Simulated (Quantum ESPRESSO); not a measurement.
ZnAl2SiN4, finding a planted mistake in a log

A calculation, not a measurement. The program is pw.x of Quantum ESPRESSO 7.5 (plane-wave density functional theory). The cell is made up: 8 atoms on a wurtzite lattice, with randomly drawn elements, strain and displacements, not relaxed. PseudoDojo standard norm-conserving files (v0.5 for PBE, v0.4.1 for LDA and PBEsol) set the functional; there is no spin polarisation, spin-orbit coupling or dispersion term, and the masses in the input are unused placeholders.

Intended input:

```
&control calculation='scf', pseudo_dir='./dojo.nc.sr.pbe.v0_5.standard.upf', outdir='./o', disk_io='medium', tprnfor=.true., tstress=.true. /
&system ibrav=0, nat=8, ntyp=4, nbnd=31, ecutwfc=84.00895049, nosym=.true., tot_charge=0,
 occupations='smearing', smearing='fd', degauss=0.0018374661
/
&electrons conv_thr=7.350e-09, electron_maxstep=60, /
ATOMIC_SPECIES
Al 1.0 Al.upf
N 1.0 N.upf
Si 1.0 Si.upf
Zn 1.0 Zn.upf
CELL_PARAMETERS angstrom
3.1025 0.0 0.0
0.0 5.3737 0.0
0.0 0.0 5.0664
ATOMIC_POSITIONS angstrom
Zn -0.0055 -0.0331 -0.0444
Al 1.5199 2.6569 0.0059
Si 1.6759 0.9446 2.5339
Al 0.0195 3.6423 2.4853
N -0.0326 0.0023 1.8841
N 1.5179 2.7111 1.8264
N 1.5565 0.9415 4.3964
N -0.1149 3.5545 4.4319
K_POINTS automatic
6 4 4 1 1 1
```

The log is shortened where brackets say so; the opening notice, blank lines, dates and the lines on written files are dropped, and the path of the files is cut. It prints rydbergs, bohrs and kilobars, and counts compression as positive stress.

Log of the intended run:

```
     Program PWSCF v.7.5
     Parallel version (MPI & OpenMP), running on       1 processor cores
     Number of MPI processes:                 1
     Threads/MPI process:                     1
     [start-up lines left out]
     bravais-lattice index     =            0
     lattice parameter (alat)  =       5.8629  a.u.
     unit-cell volume          =     570.0084 (a.u.)^3
     number of atoms/cell      =            8
     number of atomic types    =            4
     number of electrons       =        50.00
     number of Kohn-Sham states=           31
     kinetic-energy cutoff     =      84.0090  Ry
     charge density cutoff     =     336.0358  Ry
     scf convergence threshold =      7.3E-09
     mixing beta               =       0.7000
     number of iterations used =            8  plain     mixing
     Exchange-correlation= PBE
                           (   1   4   3   4   0   0   0)
     [axes and pseudopotential details left out]
   Cartesian axes
     site n.     atom                  positions (alat units)
         1        Zn     tau(   1) = (  -0.0017728  -0.0106688  -0.0143110  )
         2        Al     tau(   2) = (   0.4898952   0.8563739   0.0019017  )
         3        Si     tau(   3) = (   0.5401773   0.3044641   0.8167284  )
         4        Al     tau(   4) = (   0.0062853   1.1739887   0.8010637  )
         5        N      tau(   5) = (  -0.0105077   0.0007413   0.6072844  )
         6        N      tau(   6) = (   0.4892506   0.8738437   0.5886865  )
         7        N      tau(   7) = (   0.5016922   0.3034649   1.4170508  )
         8        N      tau(   8) = (  -0.0370346   1.1456890   1.4284932  )
     number of k points=    48  Fermi-Dirac smearing, width (Ry)=  0.0018
                       cart. coord. in units 2pi/alat
        k(    1) = (   0.0833333   0.0721686   0.0765460), wk =   0.0416667
        k(    2) = (   0.0833333   0.0721686   0.2296379), wk =   0.0416667
     [further k points left out]
     Dense  grid:    59367 G-vectors     FFT dimensions: (  36,  60,  60)
     Estimated max dynamical RAM per process >      74.42 MB
     Initial potential from superposition of free atoms
     starting charge      49.9943, renormalised to      50.0000
     Starting wfcs are   38 randomized atomic wfcs
     total cpu time spent up to now is        7.7 secs
     per-process dynamical memory:    49.6 Mb
     Self-consistent Calculation
     iteration #  1     ecut=    84.01 Ry     beta= 0.70
     Davidson diagonalization with overlap
     ethr =  1.00E-02,  avg # of iterations =  3.2
     total cpu time spent up to now is       23.2 secs
     total energy              =    -518.26717762 Ry
     estimated scf accuracy    <       2.32883532 Ry
     iteration #  2     ecut=    84.01 Ry     beta= 0.70
     Davidson diagonalization with overlap
     ethr =  4.66E-03,  avg # of iterations =  3.0
     total cpu time spent up to now is       38.1 secs
     total energy              =    -518.90934487 Ry
     estimated scf accuracy    <       2.07134270 Ry
     [iterations 3 to 10 left out]
     iteration # 11     ecut=    84.01 Ry     beta= 0.70
     Davidson diagonalization with overlap
     ethr =  1.22E-09,  avg # of iterations =  2.0
     total cpu time spent up to now is      187.6 secs
     total energy              =    -519.29628577 Ry
     estimated scf accuracy    <       0.00000001 Ry
     iteration # 12     ecut=    84.01 Ry     beta= 0.70
     Davidson diagonalization with overlap
     ethr =  2.45E-11,  avg # of iterations =  4.6
     total cpu time spent up to now is      206.1 secs
     End of self-consistent calculation
     [lines on levels left out]
!    total energy              =    -519.29628578 Ry
     estimated scf accuracy    <          7.3E-09 Ry
     smearing contrib. (-TS)   =      -0.00000000 Ry
     internal energy E=F+TS    =    -519.29628578 Ry
     The total energy is F=E-TS. E is the sum of the following terms:
     one-electron contribution =    -419.27036030 Ry
     hartree contribution      =     234.50527653 Ry
     xc contribution           =     -77.48156764 Ry
     ewald contribution        =    -257.04963438 Ry
     convergence has been achieved in  12 iterations
     Forces acting on atoms (cartesian axes, Ry/au):
     atom    1 type  4   force =     0.00849062    0.01239638   -0.02586659
     atom    2 type  1   force =    -0.03565079    0.03099378   -0.09663008
     atom    3 type  3   force =    -0.06014123    0.01748940    0.07378357
     atom    4 type  1   force =    -0.02912254   -0.05011055    0.07373308
     atom    5 type  2   force =     0.03134643    0.09978018    0.08983320
     atom    6 type  2   force =     0.03251625   -0.07580076    0.07738689
     atom    7 type  2   force =    -0.00033087    0.03170987   -0.14253521
     atom    8 type  2   force =     0.05289213   -0.06645830   -0.04970486
     Total force =     0.305669     Total SCF correction =     0.000148
     Computing stress (Cartesian axis) and pressure
          total   stress  (Ry/bohr**3)                   (kbar)     P=       25.46
   0.00007775   0.00009324  -0.00006736           11.44       13.72       -9.91
   0.00009324   0.00047090   0.00006406           13.72       69.27        9.42
  -0.00006736   0.00006406  -0.00002936           -9.91        9.42       -4.32
     init_run     :      6.94s CPU      7.61s WALL (       1 calls)
     electrons    :    185.38s CPU    198.34s WALL (       1 calls)
     forces       :      2.58s CPU      2.62s WALL (       1 calls)
     stress       :     10.35s CPU     10.41s WALL (       1 calls)
     [timing details left out]
     PWSCF        :   3m25.48s CPU   3m39.73s WALL
     JOB DONE.
```

A second run was made from an input with one planted mistake. Its log:

```
     Program PWSCF v.7.5
     Parallel version (MPI & OpenMP), running on       1 processor cores
     Number of MPI processes:                 1
     Threads/MPI process:                     1
     [start-up lines left out]
     bravais-lattice index     =            0
     lattice parameter (alat)  =       5.8629  a.u.
     unit-cell volume          =     570.0084 (a.u.)^3
     number of atoms/cell      =            8
     number of atomic types    =            4
     number of electrons       =        50.00
     number of Kohn-Sham states=           49
     kinetic-energy cutoff     =      84.0090  Ry
     charge density cutoff     =     336.0358  Ry
     scf convergence threshold =      7.3E-09
     mixing beta               =       0.7000
     number of iterations used =            8  plain     mixing
     Exchange-correlation= PBE
                           (   1   4   3   4   0   0   0)
     [axes and pseudopotential details left out]
   Cartesian axes
     site n.     atom                  positions (alat units)
         1        Zn     tau(   1) = (  -0.0017728  -0.0106688  -0.0143110  )
         2        Al     tau(   2) = (   0.4898952   0.8563739   0.0019017  )
         3        Si     tau(   3) = (   0.5401773   0.3044641   0.8167284  )
         4        Al     tau(   4) = (   0.0062853   1.1739887   0.8010637  )
         5        N      tau(   5) = (  -0.0105077   0.0007413   0.6072844  )
         6        N      tau(   6) = (   0.4892506   0.8738437   0.5886865  )
         7        N      tau(   7) = (   0.5016922   0.3034649   1.4170508  )
         8        N      tau(   8) = (  -0.0370346   1.1456890   1.4284932  )
     number of k points=    48  Fermi-Dirac smearing, width (Ry)=  0.0448
                       cart. coord. in units 2pi/alat
        k(    1) = (   0.0833333   0.0721686   0.0765460), wk =   0.0416667
        k(    2) = (   0.0833333   0.0721686   0.2296379), wk =   0.0416667
     [further k points left out]
     Dense  grid:    59367 G-vectors     FFT dimensions: (  36,  60,  60)
     Estimated max dynamical RAM per process >      84.89 MB
     Initial potential from superposition of free atoms
     starting charge      49.9943, renormalised to      50.0000
     Starting wfcs are   38 randomized atomic wfcs +   11 random wfcs
     total cpu time spent up to now is        9.2 secs
     per-process dynamical memory:    51.8 Mb
     Self-consistent Calculation
     iteration #  1     ecut=    84.01 Ry     beta= 0.70
     Davidson diagonalization with overlap
     ethr =  1.00E-02,  avg # of iterations =  6.6
     total cpu time spent up to now is       41.1 secs
     total energy              =    -518.31400270 Ry
     estimated scf accuracy    <       2.27883249 Ry
     iteration #  2     ecut=    84.01 Ry     beta= 0.70
     Davidson diagonalization with overlap
     ethr =  4.56E-03,  avg # of iterations =  2.0
     total cpu time spent up to now is       64.2 secs
     total energy              =    -518.78774846 Ry
     estimated scf accuracy    <       2.44952619 Ry
     [iterations 3 to 10 left out]
     iteration # 11     ecut=    84.01 Ry     beta= 0.70
     Davidson diagonalization with overlap
     ethr =  4.56E-10,  avg # of iterations =  2.0
     total cpu time spent up to now is      249.0 secs
     total energy              =    -519.30937056 Ry
     estimated scf accuracy    <       0.00000006 Ry
     iteration # 12     ecut=    84.01 Ry     beta= 0.70
     Davidson diagonalization with overlap
     ethr =  1.21E-10,  avg # of iterations =  1.9
     total cpu time spent up to now is      271.8 secs
     End of self-consistent calculation
     [lines on levels left out]
!    total energy              =    -519.30937057 Ry
     estimated scf accuracy    <          2.2E-09 Ry
     smearing contrib. (-TS)   =      -0.05230761 Ry
     internal energy E=F+TS    =    -519.25706296 Ry
     The total energy is F=E-TS. E is the sum of the following terms:
     one-electron contribution =    -418.95329961 Ry
     hartree contribution      =     234.20718574 Ry
     xc contribution           =     -77.46131472 Ry
     ewald contribution        =    -257.04963438 Ry
     convergence has been achieved in  12 iterations
     Forces acting on atoms (cartesian axes, Ry/au):
     atom    1 type  4   force =     0.00837200    0.01286186   -0.02115433
     atom    2 type  1   force =    -0.03563030    0.03070630   -0.08565419
     atom    3 type  3   force =    -0.05755156    0.01297573    0.05822746
     atom    4 type  1   force =    -0.02880804   -0.04737180    0.06638073
     atom    5 type  2   force =     0.03024886    0.09535937    0.08844860
     atom    6 type  2   force =     0.03162776   -0.06979258    0.07651898
     atom    7 type  2   force =    -0.00092111    0.02989556   -0.13348751
     atom    8 type  2   force =     0.05266239   -0.06463445   -0.04927973
     Total force =     0.286765     Total SCF correction =     0.000056
     Computing stress (Cartesian axis) and pressure
          total   stress  (Ry/bohr**3)                   (kbar)     P=       36.21
   0.00014308   0.00008479  -0.00007109           21.05       12.47      -10.46
   0.00008479   0.00050860   0.00006169           12.47       74.82        9.07
  -0.00007109   0.00006169   0.00008671          -10.46        9.07       12.76
     init_run     :      8.02s CPU      9.07s WALL (       1 calls)
     electrons    :    244.89s CPU    262.57s WALL (       1 calls)
     forces       :      3.05s CPU      3.09s WALL (       1 calls)
     stress       :     11.93s CPU     12.02s WALL (       1 calls)
     [timing details left out]
     PWSCF        :   4m28.15s CPU   4m47.41s WALL
     JOB DONE.
```

Question: what was wrong in the second input?

Answer: the smearing is too wide. The input lines that differ, file-writing options aside:

```
- &system ibrav=0, nat=8, ntyp=4, nbnd=31, ecutwfc=84.00895049, nosym=.true., tot_charge=0,
+ &system ibrav=0, nat=8, ntyp=4, nbnd=49, ecutwfc=84.00895049, nosym=.true., tot_charge=0,
-  occupations='smearing', smearing='fd', degauss=0.0018374661
+  occupations='smearing', smearing='fd', degauss=0.0448341731
```

|  | intended run | run with the mistake |
| --- | --- | --- |
| free energy (eV) | -7065.386 | -7065.564 |
| smearing term -TS (eV) | 0.0000 | -0.7117 |
| pressure (GPa) | 2.55 | 3.62 |
| largest force component (eV/Å) | 3.665 | 3.432 |
| largest change of a force component (eV/Å) |  | 0.400 |
| iterations | 12 | 12 |

For scale, a rerun of the intended cell at 1437 eV and a 8 x 6 x 6 mesh moved values by no more than 0.002 eV in energy, 0.04 GPa in stress and 0.002 eV/Å in force. The number of bands, nbnd, was set by rule from the electron count and the smearing, so it follows the mistake.